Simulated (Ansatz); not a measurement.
# Calculated O-17 NMR of the central transition for SnO₂

Cell: a computed structure from the Materials Project (it need not be an observed phase), whose atoms a relaxation with PBE at fixed cell left in place.

```yaml
crystal:
  lattice:
    - [4.76482, 0.00000, 0.00000]
    - [0.00000, 4.76482, 0.00000]
    - [0.00000, 0.00000, 3.20750]
  atoms:
    - { symbol: Sn, position: [0.50000, 0.50000, 0.50000] }
    - { symbol: Sn, position: [0.00000, 0.00000, 0.00000] }
    - { symbol: O, position: [0.19403, 0.80597, 0.50000] }
    - { symbol: O, position: [0.80597, 0.19403, 0.50000] }
    - { symbol: O, position: [0.30597, 0.30597, 0.00000] }
    - { symbol: O, position: [0.69403, 0.69403, 0.00000] }
```

Atoms are numbered from 1 in the order listed; like atoms form one site, named after its first atom.

Computed with Ansatz: DFT, PBE, plane waves and PAW, scalar-relativistic, 420 eV cutoff, Γ-centred 7×7×10 k-points, Fermi–Dirac smearing 0.01 eV.

O-17 has I = 5/2 and Q = -25.58 mb (Pyykkö 2018); at 23.5 T its Larmor frequency is ν₀ = 135.7 MHz. Only the quadrupole interaction is simulated: positions count from each site's isotropic chemical shift, and J coupling is left out, as are shift anisotropy and dipolar coupling, which fast spinning averages.

Simulated pattern of one O site (fast magic-angle spinning, Gaussian broadening 0.09 kHz):

(offset (kHz), height): (-5.139, 0), (-4.928, 4), (-4.717, 6), (-4.506, 6), (-4.295, 7), (-4.084, 7), (-3.873, 7), (-3.662, 8), (-3.451, 8), (-3.240, 37), (-3.029, 76), (-2.818, 70), (-2.607, 53), (-2.396, 48), (-2.185, 45), (-1.974, 45), (-1.763, 46), (-1.552, 49), (-1.341, 55), (-1.130, 67), (-0.919, 100), (-0.708, 73), (-0.497, 22), (-0.286, 0)

**Question.** Which |C_Q| and η does the pattern imply?

**Answer.** The pattern spans 4.42 kHz before broadening and its centre of gravity is at -1.99 kHz, which fixes P_Q; the places of the horns and steps fix η. That gives P_Q = 6.70 MHz, |C_Q| = 6.68 MHz and η = 0.13. The sign of C_Q can't be read from the pattern.

At O V_zz stands upright on the plane through its three neighbours (within 1°).

At this cell the PBE pressure is 7 GPa, so with PBE the cell would grow if it were relaxed. The entry's cell may itself be off. Without spin–orbit coupling (the program notes it for Sn) the gradients can shift somewhat, as the gap is small.

The relaxation (2 steps) took 30 s of wall time (29 s of CPU time) and 0.45 GiB at its peak, on 1 thread of Arm Neoverse N1 (aarch64; 36 cores open to the job, memory cap 3.0 GiB, no GPU), a shared host with a load of 0.9 a core.
